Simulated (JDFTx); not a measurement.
System: Zn(1 0 -1 0) (P6_3/mmc bulk; lattice of mp-79, not re-optimised at this level), 1x1 cell of 8 atoms in 8 planes, area 12.74 Å² a face, 7.7 Å between the outermost planes in a cell 23.5 Å high; k mesh 8×4×1, Fermi width 0.01 Ha, no spin polarisation.

Level of theory: PBE, GBRV ultrasoft potentials, plane waves to 20/100 Ha; code: a modified build of JDFTx. Liquid on both sides: CANDLE, water, 1 M NaF; nuclei fixed. On the negative side CANDLE's cavity feels the periodic box, so those points shift with the cell height.

Charging data:

| U − U_pzc (V) | σ (μC/cm²) |
|---|---|
| -0.28 | -5.40 |
| 0.00 | 0.00 |
| 0.32 | 4.15 |

Worked example: a check of Lippmann's equation. The grand free energy per area against the neutral slab, Δγ = [F(N) − F(N₀) − μ(N − N₀)]/2A, is taken from the total energies of the same runs.

| U − U_pzc (V) | Δγ (mJ/m²) |
|---|---|
| -0.28 | -6.7 |
| 0.00 | 0.0 |
| 0.32 | -6.5 |

Δγ is largest at zero charge and falls away from it, as dγ/dU = −σ demands. At 0.32 V the computed -6.5 mJ/m² stands beside -6.6 mJ/m² from the constant-capacitance formula.
